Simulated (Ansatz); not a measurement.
BaTaS3:
```
CELL_PARAMETERS angstrom
      6.92520     0.00000     0.00000
     -3.46260     5.99740     0.00000
      0.00000     0.00000     5.70128
ATOMIC_POSITIONS crystal
  Ba 0.33333 0.66667 0.75000
  Ba 0.66667 0.33333 0.25000
  S  0.16948 0.33897 0.25000
  S  0.83052 0.16948 0.75000
  S  0.66103 0.83052 0.25000
  S  0.83052 0.66103 0.75000
  S  0.16948 0.83052 0.25000
  S  0.33897 0.16948 0.75000
  Ta 0.00000 0.00000 0.00000
  Ta 0.00000 0.00000 0.50000
```

Relaxed with r²SCAN. Special points in fractions of this cell's reciprocal vectors: Γ (0.000, 0.000, 0.000); M (0.500, 0.000, 0.000); K (0.333, 0.333, 0.000); A (0.000, 0.000, 0.500); L (0.500, 0.000, 0.500); H (0.333, 0.333, 0.500).

List the band energies nearest the Fermi level at these points for plane-wave PAW r²SCAN (Ansatz code).

In eV from the Fermi level; about four levels below and three above (degenerate sets whole), none deeper than 8.9 eV; points with the same levels are listed once.

```json
[
 {"k": "Γ", "below": "-1.98 -1.98 -1.56 -0.17 -0.17", "above": "0.98 0.98 1.73 1.73"},
 {"k": "M", "below": "-2.31 -2.30 -2.07 -2.02", "above": "0.28 1.13 1.16"},
 {"k": "K", "below": "-3.27 -3.27 -2.28 -2.00 -1.85", "above": "0.80 0.80 1.16 1.16"},
 {"k": "A", "below": "-2.06 -2.06 -2.06 -2.06 -0.04 -0.04", "above": "0.36 0.36 0.36 0.36"},
 {"k": "L", "below": "-3.09 -3.09 -2.16 -2.16", "above": "0.15 0.15 0.81 0.81"},
 {"k": "H", "below": "-2.99 -2.99 -2.56 -2.56", "above": "0.40 0.40 0.73 0.73"}
]
```

Space group P6_3/mmc. The workflow started from an entry of the Crystallography Open Database (COD). Whether it is the stable phase at ambient conditions was not checked. The r²SCAN relaxation kept the symmetry of its start; whether a distortion lowers the energy is not shown. No spin polarisation was allowed. Scalar-relativistic: spin–orbit coupling is off unless named, which matters more the heavier the elements.

Potentials: the later of the program's two PAW sets.
